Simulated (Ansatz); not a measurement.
Relaxed-ion elastic tensor of ZnF2 (rutile, P4_2/mnm) in GPa (Voigt order), the program Ansatz at the r²SCAN level (PAW); density 4.96 g/cm³, 11.53 Å³ per atom.

```csv
,1,2,3,4,5,6
1,134,105,97.8,0.0,0.0,0.0
2,105,134,97.8,0.0,0.0,0.0
3,97.8,97.8,206,0.0,0.0,0.0
4,0.0,0.0,0.0,37.9,0.0,0.0
5,0.0,0.0,0.0,0.0,37.9,0.0
6,0.0,0.0,0.0,0.0,0.0,85.8
```

Is the crystal mechanically stable?

Yes: the smallest eigenvalue of C is 28.8 GPa.

Work out the Voigt, Reuss and Hill averages.

K_V = 119, K_R = 116, K_H = 118; G_V = 43.8, G_R = 31.7, G_H = 37.7 GPa.

Give Young's modulus, Poisson's ratio, Pugh's ratio and the universal anisotropy index.

E = 9KG/(3K + G) = 102 GPa; ν = 0.36; K/G = 3.12 (ductile by the Pugh limit of 1.75); A_U = 5G_V/G_R + K_V/K_R − 6 = 1.94.

Estimate the sound speeds and the Debye temperature.

v_l = √((K + 4G/3)/ρ) = 5820 m/s, v_t = √(G/ρ) = 2760 m/s, mean 3100 m/s; Θ = (h/k)(3n/4πV)^(1/3) v_m = 409 K.

How much does each axis shrink under pressure?

Linear compressibilities β_i = Σ_j S_ij (j = 1 to 3): x 3.6, y 3.6, z 1.4 per TPa.

The r²SCAN relaxation kept the symmetry of its start; phonons on a q-mesh show no instability.

Potentials: the later of the program's two PAW sets.
